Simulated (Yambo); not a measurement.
Consider the following.

```xyz
9
Lattice="0.0000 4.0013 4.0013 4.0013 0.0000 4.0013 4.0013 4.0013 0.0000" Properties=species:S:1:pos:R:3 pbc="T T T"
F      4.0013     6.2195     4.0013
F      4.0013     1.7831     4.0013
F      1.7831     4.0013     4.0013
F      6.2195     4.0013     4.0013
F      4.0013     4.0013     6.2195
F      4.0013     4.0013     1.7831
K      2.0006     2.0006     2.0006
K      6.0019     6.0019     6.0019
Ni     0.0000     0.0000     0.0000
```

Workflow: norm-conserving PBEsol (Quantum ESPRESSO, 98 Ry, no spin-orbit coupling), then G0W0 in Yambo (2×2×2 Γ-centred k mesh, bands 5 to 200 and a 7 Ry block in the screening, 200 bands in G with the Bruneval-Gonze terminator, plasmon pole fitted at 27.2 eV).

Give the PBEsol and G0W0 gaps between the band edges found on this mesh, and say where the edges lie.

Edges: X → X. PBEsol: 1.56 eV; G0W0: 5.19 eV. Nearest settings tried, and what they do to the gap: 134 bands in G: +11 meV; 134 bands in W, 134 bands in G: +27 meV; 6 Ry block (229 vectors against 307): +120 meV. Not varied: mesh. So the settings aren't converged at that level. The k mesh is coarse. The 3d shell has no Hubbard U; the runs are without spin polarisation, and magnetic order was not tried.

Geometry of the Materials Project entry, not relaxed at this level.

The structure is a Materials Project entry; no match was found in the copy of COD used, and its stability was not checked.
